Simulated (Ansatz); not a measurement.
## Na, one cell by several methods

```
Na
1.0
     3.88001    0.00000    0.00000
    -1.94001    3.36019    0.00000
     0.00000    0.00000    6.15400
Na
2
Direct
  0.33333 0.66667 0.25000
  0.66667 0.33333 0.75000
```

Atom numbers follow the list: Na1, Na2.

Conventional cell: a = 3.880 Å, b = 3.880 Å, c = 6.154 Å, α = 90.00°, β = 90.00°, γ = 120.00°. Around Na (atom 1) lie 12 Na at 3.81 to 3.88 Å.

The cell is a measured one (Crystallography Open Database entry 9011000); the temperature and pressure of the measurement aren't taken into account, and nothing was relaxed. The listed cell was then made from it by scaling, straining or moving an atom.

All numbers are computed: DFT, PBEsol, PAW with Ansatz's default frozen-core files, scalar-relativistic (Ansatz 0.2.0); DFT, PBEsol, all-electron PAW with datasets made for the crystal, scalar-relativistic (Ansatz 0.2.0); DFT, PBEsol, all-electron LAPW, scalar-relativistic (Ansatz 0.2.0).

For PAW: a Γ-centred 13×13×7 k mesh, Fermi–Dirac smearing of 0.05 eV, cutoff 420 eV, no spin polarisation; the PAW files were made with PBE, and the program remakes their frozen cores for this functional. The crystal-made all-electron datasets (AE datasets) take a cutoff of 160 eV at this cell. LAPW targets a basis error of 0.25 meV/atom. The Ansatz runs share mesh, smearing and spin set-up. Plane-wave (PAW) pressures include the program's estimate of the Pulay term.

Stress and pressure are positive in compression.

The change that made this cell: equal xx and yy strain of +3 %.

```csv
quantity,PAW,AE datasets,LAPW
pressure (GPa),-0.63,-0.63,-0.63
stress xx (GPa),-0.73,-0.73,-0.73
stress zz (GPa),-0.44,-0.44,-0.44
```

PAW's pressure differs from the LAPW value by about 0.01 GPa or less.
